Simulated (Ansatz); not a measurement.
**Magnetic orders of Cr₃BRh**

These are results of DFT r2SCAN, scalar-relativistic, plane waves, PAW in Ansatz 0.2.0, not measurements.

```
Rh B Cr
1.0
     3.87689    0.00000    0.00000
     0.00000    3.87689    0.00000
     0.00000    0.00000    3.87689
Rh B Cr
1 1 3
Cartesian
  0.0000 0.0000 0.0000
  1.9384 1.9384 1.9384
  1.9384 1.9384 0.0000
  1.9384 0.0000 1.9384
  0.0000 1.9384 1.9384
```

- plane-wave cutoff: 500 eV
- Γ-centred k-mesh: 10×10×10
- occupation rule: Gaussian smearing, 0.1 eV
- list of starting moments (μB, in atom order): 0 0 4.5 4.5 4.5
- check for lower electronic states after the SCF: off

All runs keep this geometry, which isn't relaxed for the lowest state (largest force there 0.000 eV/Å, pressure 9.7 GPa) and needn't be a stable compound; relaxing each order would shift the differences by some 20 meV/atom, going by the pressures and a bulk modulus of about 150 GPa. A propagation vector, in units of the reciprocal vectors, doubles the cell, which takes an equally dense mesh. r2SCAN tends to overstate moments in metals, so a weak moment here may be absent in the real material. Site moments are spin moments in atom-centred spheres that scale with the neighbour distance. The states are those that the runs reached from these starts; a lower one can exist.

Starts tried: no spin; large parallel starting moments; antiferromagnetic, doubled cell, propagation vector (1/2, 1/2, 1/2). Which state comes out lowest, and what are the moments?

The lowest state is antiferromagnetic, reached from the start “antiferromagnetic, doubled cell, propagation vector (1/2, 1/2, 1/2)”, with site moments (μB) Cr +1.66 (×3), Cr -1.66 (×3).

```csv
start,ends,energy above lowest (meV/atom),site moments (μB),gap on mesh (eV),P (GPa)
no spin,non-magnetic,151,none over 0.05,metal,-5.2
large parallel starting moments,ferromagnetic,80.0,"B -0.12, Cr +1.07 (×3)",metal,4.0
"antiferromagnetic, doubled cell, propagation vector (1/2, 1/2, 1/2)",antiferromagnetic,0.00,"Cr +1.66 (×3), Cr -1.66 (×3)",metal,9.7
```

Cost: 3 runs of about 5.1 core-minutes in all, on Arm Neoverse V1 (shared hosts).